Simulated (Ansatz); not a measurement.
Sb2Au:
```yaml
crystal:
  lattice:
    - [0.00000, 3.41853, 3.41853]
    - [3.41853, 0.00000, 3.41853]
    - [3.41853, 3.41853, 0.00000]
  atoms:
    - { symbol: Au, position: [0.00000, 0.00000, 0.00000] }
    - { symbol: Sb, position: [0.25000, 0.25000, 0.25000] }
    - { symbol: Sb, position: [0.75000, 0.75000, 0.75000] }
```

Relaxed with r²SCAN. Special points in fractions of this cell's reciprocal vectors: Γ (0.000, 0.000, 0.000); X (0.500, 0.000, 0.500); U (0.625, 0.250, 0.625); K (0.375, 0.375, 0.750); L (0.500, 0.500, 0.500); W (0.500, 0.250, 0.750).

Q: List the band energies nearest the Fermi level at these points for r²SCAN with spin–orbit coupling in the plane-wave PAW code Ansatz.

A: In eV from the Fermi level; about four levels below and three above (degenerate sets whole), none deeper than 8.9 eV; points with the same levels are listed once.

```tsv
k	below	above
Γ	-0.29 -0.29 -0.29 -0.29 -0.26 -0.26	0.94 0.94 0.94 0.94
X	-4.41 -4.41 -3.52 -3.52	0.63 0.63 3.10 3.10
U	-3.71 -3.71 -2.41 -2.41	1.38 1.38 1.83 1.83
L	-1.98 -1.98 -1.39 -1.39	0.16 0.16 0.24 0.24
W	-0.70 -0.70 -0.68 -0.68	2.15 2.15 3.16 3.16
```

Space group Fm-3m (fluorite or antifluorite type). The workflow started from an entry of the Crystallography Open Database (COD), which files this formula under 2 space groups. Whether it is the stable phase at ambient conditions was not checked. Symmetry was held in the r²SCAN relaxation. At this level the phase is mechanically unstable. Its formation energy is positive at this level, so the cell may be metastable or incomplete.

Potentials: the later of the program's two PAW sets.
